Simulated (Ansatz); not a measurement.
The start is a generated cell, Cu placed in the beta-Sn structure type. A full variable-cell relaxation at zero pressure is run with PBE (plane waves to 420 eV, PAW, scalar-relativistic; Ansatz, a first-principles code). The first steps use a coarse 15×15×15 k-mesh.

Starting cell:
```yaml
crystal:
  lattice:
    - [-2.24515, 2.24515, 1.22498]
    - [2.24515, -2.24515, 1.22498]
    - [2.24515, 2.24515, -1.22498]
  atoms:
    - { symbol: Cu, position: [0.75000, 0.25000, 0.50000] }
    - { symbol: Cu, position: [0.00000, 0.00000, 0.00000] }
```

* **Initial pressure**: +8.8 GPa (positive: the cell is compressed)
* **Outcome**: The space group stays I4₁/amd (No. 141) (the run could not lower it); the end is AFLOW prototype A_tI4_141_a (A5, as in Sn), with 2 atoms in the primitive cell
* **Energy released**: 0.03 eV/atom
* **Volume change**: +6.8 %, from 12.35 to 13.19 Å³/atom
* **Shortest distances (start → end)**: The closest pairs of elements (up to four, under 3.6 Å), start → end: Cu–Cu 2.33 → 2.40 Å
* **Optimiser moves**: 7

It ends as:

Space group I4₁/amd, origin choice 1 (No. 141); a = 4.6453 Å, b = 4.6453 Å, c = 2.4448 Å, α = 90.00°, β = 90.00°, γ = 90.00°

```
atom  site  symmetry       x       y       z
----  ----  --------  ------  ------  ------
Cu      4a      -4m2  0.0000  0.0000  0.0000
```
(The calculation used a cell of 2 atoms; values per cell refer to that cell.)

Final values are on a 21×21×21 k-mesh of the relaxed cell. No spin polarisation in the result.

The run could not lower the symmetry of its start; a shaken copy of this end point relaxes with PBE to Fm-3m (No. 225), 0.33 eV/atom lower.

The relaxed structure here is a generated cell of Cu: the first start was made by placing the elements on the sites of a structure type, and the end was not matched to a known phase here, so it may be hypothetical. Known forms of Cu include space group No. 225.
